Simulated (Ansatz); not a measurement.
**Formation energy of MoPt**

```yaml
crystal:
  lattice:
    - [4.45502, 0.00000, 0.00000]
    - [0.00000, 2.71902, 0.00000]
    - [0.00000, 0.00000, 4.91241]
  atoms:
    - { symbol: Mo, position: [0.25000, 0.00000, 0.16420] }
    - { symbol: Mo, position: [0.75000, 0.00000, 0.83580] }
    - { symbol: Pt, position: [0.25000, 0.50000, 0.66453] }
    - { symbol: Pt, position: [0.75000, 0.50000, 0.33547] }
```

The cell comes from a relaxation on PAW files under the same functional, begun from a database entry that needn't be the ground state.

Computed with Ansatz 0.2.0; functional PBEsol, scalar-relativistic. Settings: a Γ-centred 8×13×7 k mesh, Fermi–Dirac smearing of 0.05 eV, no spin polarisation. Methods: LAPW: all electrons, basis error target 0.5 meV/atom; PAW: frozen-core files, cutoff 420 eV.

The elements are taken as Mo bcc, Pt fcc, each relaxed on PAW files under the same functional and computed by the same method as the compound; zero-point and thermal terms are left out.

Spin–orbit coupling is left out, which matters for the heavy atoms. The PAW files were made under PBE.

Q: What is the formation energy by LAPW, and how far do the other methods lie from it?

A: -0.356 eV/atom; PAW +0.3 meV/atom. The compound is bound against these elements; other compounds of the system weren't compared.

Q: Give the LAPW value for one formula unit in kJ/mol.

A: -0.356 eV/atom × 2 atoms × 96.485 kJ/(mol·eV) = -68.7 kJ/mol, at zero temperature and without zero-point motion.
